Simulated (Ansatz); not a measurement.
## How Hf$_{3}$N$_{2}$ stores the work of compression

Method: DFT PBEsol, scalar-relativistic, plane waves, PAW in Ansatz 0.2.0. (420 eV cutoff, 12×12×12 k-mesh, Gaussian smearing of 0.10 eV, no spin polarisation)

Reference structure (relaxed):

```
CELL_PARAMETERS angstrom
1.59667 0.92184 7.70819
-1.59667 0.92184 7.70819
0.00000 -1.84368 7.70819
ATOMIC_POSITIONS crystal
Hf 0.77898 0.77898 0.77898
Hf 0.22102 0.22102 0.22102
Hf 0.00000 0.00000 0.00000
N 0.61113 0.61113 0.61113
N 0.38887 0.38887 0.38887
```

Cell and atoms were relaxed at each target pressure within the start's symmetry (R-3m), at zero temperature; other phases can be more stable under pressure. H = E + PV with P the target; E is the free energy at the smearing used, whose derivative the pressure is, per atom and counted from zero pressure.

Spin–orbit coupling is left out, which can shift energies with elements as heavy as these.

| P (GPa) | V (Å³/atom) | E − E0 (meV) | H − H0 (meV) |
| --- | --- | --- | --- |
| 0 | 13.615 | 0.0 | 0.0 |
| 2 | 13.492 | 0.8 | 169.2 |
| 5 | 13.322 | 4.5 | 420.2 |
| 10 | 13.062 | 16.7 | 831.9 |
| 20 | 12.601 | 59.4 | 1632.4 |
| 40 | 11.857 | 196.8 | 3156.9 |

**Question.** Thermodynamics gives dH/dP = V along a relaxed path. Integrate V over P by the trapezoid rule and compare with the computed enthalpies.

**Answer.** With 1 eV/Å³ = 160.22 GPa, each step adds the mean volume times ΔP / 160.22:
```csv
P (GPa),∫V dP (meV),H − H0 (meV),difference (meV)
2,169.2,169.2,0.0
5,420.2,420.2,0.0
10,831.9,831.9,0.0
20,1632.8,1632.4,0.4
40,3159.3,3156.9,2.4
```

V(P) curves upward, so the trapezoid rule runs high; integrating a smooth curve through the same points (P as a polynomial of degree 4 in ln V) puts that excess at about 2.8 meV at 40 GPa, against the 2.4 meV found.

**Question.** At 40 GPa, how much of the enthalpy change is stored energy and how much is the PV term?

**Answer.** E rises by 197 meV/atom and PV is 40 × 11.857 / 160.22 = 2960 meV/atom, so PV makes 94 % of ΔH. So between rival structures at high pressure a small difference in volume can outweigh the difference in energy: 1 % of this volume is worth 29.6 meV/atom at this pressure.

**Question.** What bulk modulus do the lowest pressures give?

**Answer.** From the pressures that the runs reached, -2.01 GPa (13.740 Å³) and 2.03 GPa (13.492 Å³), B = −ΔP/Δln V = 4.04 / 0.0182 = 222 GPa, a mean over that range.